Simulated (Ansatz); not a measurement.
Task: S (α-S8, Fddd) is relaxed with plane-wave PAW LDA (Ansatz code). What lattice parameters of the conventional cell result?

Result: a = 9.967 Å, b = 12.258 Å, c = 23.549 Å.

Task: Give the free coordinates with the occupied sites.

Result: In one choice of origin and axes:

```tsv
atom	site	symmetry	x	y	z
S	32h	1	0.0197	0.4180	0.0709
S	32h	1	0.3254	0.1122	0.1262
S	32h	1	0.0937	0.1639	0.2983
S	32h	1	0.0930	0.0363	0.2421
```

Task: Is it a metal or does it have a gap at this level?

Result: A gap of 1.60 eV, indirect.

Symmetry was held in the LDA relaxation. A crystal of weakly bound molecules computed without a dispersion correction: the cell and the soft elastic constants depend strongly on that.

Potentials: the later of the program's two PAW sets.
